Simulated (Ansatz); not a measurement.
An elastic tensor (GPa, Voigt order, standard axes) from PBEsol in the plane-wave PAW code Ansatz:

```
 119  64.1  64.1   0.0   0.0   0.0
64.1   119  64.1   0.0   0.0   0.0
64.1  64.1   119   0.0   0.0   0.0
 0.0   0.0   0.0  36.7   0.0   0.0
 0.0   0.0   0.0   0.0  36.7   0.0
 0.0   0.0   0.0   0.0   0.0  36.7
```

Task: Pick the material that matches.
(A) Ir, fcc (Cu type)
(B) Al, fcc (Cu type)
(C) TaN, rock salt

Result: B, Al, fcc (Cu type)

Space group Fm-3m (fcc (Cu type)). The PBEsol relaxation kept the symmetry of its start. As this level gives no gap, shear constants depend on the k-mesh and smearing (Fermi–Dirac, 0.1 eV here).

Potentials: the earlier of the program's two PAW sets.
